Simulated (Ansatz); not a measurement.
Bulk C, relaxed with DFT-r²SCAN+D4 in the program Ansatz with PAW potentials:

```
CELL_PARAMETERS angstrom
      1.22658     0.70817     3.38583
     -1.22658     0.70817     3.38583
      0.00000    -1.41633     3.38583
ATOMIC_POSITIONS crystal
  C  0.16665 0.16665 0.16665
  C  0.83335 0.83335 0.83335
```

Question: One layer is taken out and relaxed. What does that cost?

Answer: 55 meV/atom, or 21 meV/Å² of layer.

Question: What lattice and gap has the free layer?

Answer: a = 2.454 Å; no gap.

Space group P6/mmm (graphene). A layer that has been made, often on a substrate. It is flat by the symmetry kept. The cell was relaxed with r²SCAN+D4 under the symmetry of its start; whether a distortion lowers the energy is not shown.

Potentials: the later of the program's two PAW sets.
